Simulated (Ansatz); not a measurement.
A crystal relaxed with r2SCAN in Ansatz 0.2.0 has space group P3m1 (No. 156) and a = 3.657 Å, c = 9.136 Å.

```tsv
atom	site	x	y	z
B	1a	0.0000	0.0000	0.0066
Al	1c	0.6667	0.3333	0.6795
Al	1b	0.3333	0.6667	0.3226
Xx	1c	0.6667	0.3333	0.9389
Xx	1b	0.3333	0.6667	0.5798
Xx	1a	0.0000	0.0000	0.2226
```

With r2SCAN the valence top lies at Γ and the conduction bottom at M, 1.36 eV higher; the smallest vertical gap, at Γ, is 1.54 eV. The HSE06 gap is indirect, 1.74 eV (Γ to M), below the direct gap of 2.07 eV at Γ. Meshes: r2SCAN 12×12×4, HSE06 6×6×2. r2SCAN's ε∞ is 8.4 along x and y, 8.1 along z.

Question: Which element is Xx?
A. Bi
B. As
C. P
D. Sb

Answer: C. Xx is P: Al2BP3 as one 6-atom ordering (P3m1) on the zincblende lattice. B has 4 P at 1.97–2.20 Å; Al has 4 P at 2.30–2.37 Å; Al has 4 P at 2.30–2.35 Å; P has 3 B at 2.20 Å and 1 Al at 2.37 Å; P has 4 Al at 2.30–2.35 Å; P has 1 B at 1.97 Å and 3 Al at 2.30 Å.

No spin polarisation. The prototype was imposed, so other structures may be more stable.

The meshes of the hybrids are coarse, so their gaps aren't converged to the digits shown.
